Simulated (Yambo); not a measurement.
```
CsCl
1.0
    4.00448     0.00000     0.00000
    0.00000     4.00448     0.00000
    0.00000     0.00000     4.00448
Cl Cs
1 1
Direct
  0.50000   0.50000   0.50000
  0.00000   0.00000   0.00000
```

The PBEsol cell relaxed from Materials Project entry mp-22865 was given an isotropic strain of -1.5 % on all lattice vectors, and the atoms were relaxed again.

Task: Where are the main features of Im ε from RPA with local fields on PBEsol bands shifted by a G0W0 scissor of 2.63 eV (Yambo; 10×10×10 mesh, 48 bands, 4 Ry local-field block, 0.2 eV broadening; field along x)?

Result: Peaks at 10.1 eV (4.1), 11.9 eV (3.6), 14.9 eV (2.1), heights in brackets. Structure narrower than a few tenths of an eV can come from the finite k mesh. Convergence of the RPA response with its 10×10×10 mesh was not tested. The scissor comes from a G0W0 run whose convergence isn't established. No excitonic effects at this level.
